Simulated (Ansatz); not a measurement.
Input:

Relaxed Pd (fcc, Cu type):

```
Pd
1.0
    0.00000     3.94276     3.94276
    1.97138     1.97138     3.94276
    1.97138     1.97138     0.00000
Pd
2
Direct
  0.00000   0.00000   0.00000
  0.50000   0.00000   0.00000
```

The atoms are displaced by Q × the pattern below (from a DFPT mode at X = (0.5, 0.5, 0.0), largest move 1; Q in Å), at fixed cell. (q is in reciprocal vectors of the primitive cell; the cell shown is doubled to hold the pattern.)

```tsv
atom	x	y	z
Pd1	0.000	0.000	-1.000
Pd2	0.000	0.000	1.000
```

Method: PBE (plane waves to 420 eV, PAW, scalar-relativistic; Ansatz, a quantum-chemistry and plane-wave program). k mesh 20×20×20 (Γ-centred), Fermi-Dirac smearing 0.05 eV. E stands for the smeared free energy. With partly filled bands, energies and forces of such displacements shift with the k mesh and the smearing. Pd is run without spin polarisation. Pd was relaxed with its symmetry unable to fall. The zero of ΔE is the undisplaced structure.

The scan covers Q from -0.180 to 0.180 Å in 13 points.

Which space group does the distorted structure have?

P4/nmm (No. 129), lowered from Fm-3m.

Is this a single well or a double well?

A single well with its minimum at or next to zero displacement.

What is the energy change at Q = 0.180 Å?

578 meV/cell.

What harmonic wavenumber does the curvature at Q = 0 give?

209 cm⁻¹.

(For displaced atoms, the force is minus the slope of the energy, and its curvature is a force constant, which sets phonon frequencies.)
